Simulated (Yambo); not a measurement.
```xyz
12
Lattice="6.0653 -2.8702 0.0000 6.0653 2.8702 0.0000 -1.5681 0.0000 4.5495" Properties=species:S:1:pos:R:3 pbc="T T T"
H      1.6519    -0.7749     3.4880
H      1.6519     0.7749     3.4880
H      5.8734     0.0000     2.0215
H      5.3510     0.0000     3.5515
Li     3.3384     0.0000     1.6857
O      5.0595     0.0000     2.5957
O      9.2161     1.2332     0.5848
O      9.2161    -1.2332     0.5848
O      1.7311     0.0000     2.8696
O      7.0887     0.0000     0.7397
S      8.5571     0.0000     1.2468
Cs    10.5581     0.0000     4.5490
```

Response from Yambo on PBEsol (Quantum ESPRESSO, PseudoDojo norm-conserving, 84 Ry, scalar-relativistic) bands: 4×4×4 mesh, 118 bands, 3 Ry local-field block, 0.2 eV broadening.

**Question.** Give the static electronic dielectric constant without and with local fields along each axis.

**Answer.** 
| field along | ε(0), independent particles | ε(0), RPA with local fields | refractive index √ε |
|---|---|---|---|
| x | 2.75 | 2.36 | 1.53 |
| y | 2.77 | 2.39 | 1.55 |
| z | 2.65 | 2.33 | 1.53 |
Electronic (clamped-ion) response only. PBEsol gaps are usually too small, which raises these values. Convergence of the RPA response with its 4×4×4 mesh was not tested. x, y and z are Cartesian axes of the cell as given.

Geometry of the Materials Project entry, not relaxed at this level.
